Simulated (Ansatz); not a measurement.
## Cu: axial (c/a) deformation path

Computed with Ansatz 0.2.0, DFT PBEsol, scalar-relativistic, plane waves, PAW. The runs took a 420 eV cutoff, a Γ-centred 22×22×22 mesh and Gaussian smearing (0.15 eV). No spin polarisation. Energies are free energies at this smearing, counted from the undisturbed cell; pressure is positive in compression.

The starting cell (as given, not relaxed at this level; it stands at -1.5 GPa; this form isn't the usual structure):

```
Cu
1.0
     1.21846   -3.97638    0.00000
     1.21846    3.97638    0.00000
     0.00000    0.00000    2.47550
Cu
2
Direct
  0.13387 0.86613 0.25000
  0.86613 0.13387 0.75000
```

At fixed volume and fractional coordinates, lengths along (0.000, 0.000, 1.000) are scaled against those across it; ρ is that ratio over its starting value. The cell is metallic on the mesh throughout.

| ρ | ΔE (meV/atom) | pressure (GPa) |
| --- | --- | --- |
| 0.800 | 352.0 | 11.8 |
| 0.850 | 169.3 | 5.2 |
| 0.920 | 39.1 | 0.3 |
| 0.960 | 8.7 | -1.0 |
| 1.000 | 0.0 | -1.5 |
| 1.050 | 9.9 | -1.3 |
| 1.100 | 36.1 | -0.4 |
| 1.200 | 114.4 | 2.6 |
| 1.300 | 210.0 | 6.3 |